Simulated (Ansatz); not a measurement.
With r²SCAN (plane waves, PAW; program Ansatz), Be in the diamond structure (Fd-3m) relaxes to a = 4.931 Å. Be has 4 nearest neighbours from 2.14 Å (tetrahedral).

Electronic character: metallic (no gap).

An equation-of-state fit gives a bulk modulus of 433 kbar. The relaxed-ion elastic constants in GPa are C11 = 2.6, C12 = 62.9, C44 = -65.4.

The start of the workflow was typed in or built on a structure type; neither database checked (COD, Materials Project) lists it. It is not the phase usual at ambient conditions (space group No. 194). The r²SCAN relaxation kept the symmetry of its start. At this level the phase is mechanically unstable. The volume moved by 16 % from the start of the relaxation. As this level gives no gap, shear constants depend on the k-mesh and smearing (Fermi–Dirac, 0.1 eV here).

Potentials: the earlier of the program's two PAW sets.
